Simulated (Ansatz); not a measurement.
TiAl (CuAu type, space group P4/mmm)

```
TiAl
1.0
    2.81297     0.00000     0.00000
    0.00000     2.81297     0.00000
    0.00000     0.00000     4.05847
Al Ti
1 1
Direct
  0.50000   0.50000   0.50000
  0.00000   0.00000   0.00000
```

In this cell atom 2 (Ti, nearest neighbour Ti at 2.813 Å; its periodic images, 2.8 Å or more away, move with it) is moved by s along Cartesian z, unit vector (0.000, 0.000, 1.000); all other atoms and the cell stay fixed.

These are r2SCAN (plane waves to 500 eV, PAW, scalar-relativistic; Ansatz, a program for electronic structure) values and carry that method's errors. k mesh 13×13×9 (Γ-centred), Fermi-Dirac smearing 0.05 eV. E stands for the smeared free energy. With partly filled bands, energies and forces of such displacements shift with the k mesh and the smearing. TiAl is run without spin polarisation. TiAl was relaxed with its symmetry unable to fall. The zero of ΔE is the undisplaced structure. The last digit holds for this mesh only.

| s (Å) | ΔE (meV/cell) |
|---|---|
| -0.280 | 252.5 |
| -0.224 | withheld |
| -0.168 | 87.9 |
| -0.112 | 38.6 |
| -0.056 | 9.6 |
| 0.000 | 0.0 |
| 0.056 | 9.6 |
| 0.112 | 38.6 |
| 0.168 | 87.9 |
| 0.224 | withheld |
| 0.280 | 252.5 |

Fit an even polynomial form (powers 2, 4) to the given rows and predict ΔE at s = -0.224.

Least squares on the 9 given rows: ΔE = (3053)·s² + (2134)·s⁴, in meV/cell with s in Å; root-mean-square residual 0.03 meV/cell. At -0.224 the fit gives 158.6 meV/cell; the calculation gives 158.7 meV/cell, so the interpolation is off by -0.1 (-0.1 %). The quadratic term alone would give 153.2 meV/cell.

(For displaced atoms, the force is minus the slope of the energy, and its curvature is a force constant, which sets phonon frequencies.)
